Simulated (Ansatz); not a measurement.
# Vibrational response of GaN at 35 GPa

Method: DFT LDA, scalar-relativistic, plane waves, PAW (Ansatz 0.2.0). Settings: 420 eV plane-wave cutoff, Γ-centred 12×12×6 mesh, fixed occupations. No spin polarisation. Phonons by linear response, acoustic sum rule imposed.

The cell, relaxed at 35 GPa:
```
CELL_PARAMETERS angstrom
3.01631 0.00000 0.00000
-1.50815 2.61220 0.00000
0.00000 0.00000 4.92475
ATOMIC_POSITIONS crystal
Ga 0.33333 0.66667 0.99967
Ga 0.66667 0.33333 0.49967
N 0.33333 0.66667 0.37533
N 0.66667 0.33333 0.87533
```

At this pressure the crystal is close to a known change of phase.

Question: Is this structure stable against zone-centre distortions?

Answer: Yes, at Γ: no optical mode is imaginary. Strains and other wave vectors aren't tested by this run.

Question: List the optical modes at Γ without the LO field (i marks imaginary ones).

Answer:
| frequency (THz) | degeneracy | IR intensity of the level ((D/Å)²/amu) |
| --- | --- | --- |
| 3.75 | 2 | 0.00 |
| 11.40 | 1 | 0.00 |
| 19.75 | 1 | 27.88 |
| 20.26 | 2 | 50.55 |
| 20.83 | 2 | 0.00 |
| 24.79 | 1 | 0.00 |

Cost: 1 run of about 4.8 core-minutes, on Arm Neoverse V1 (shared hosts).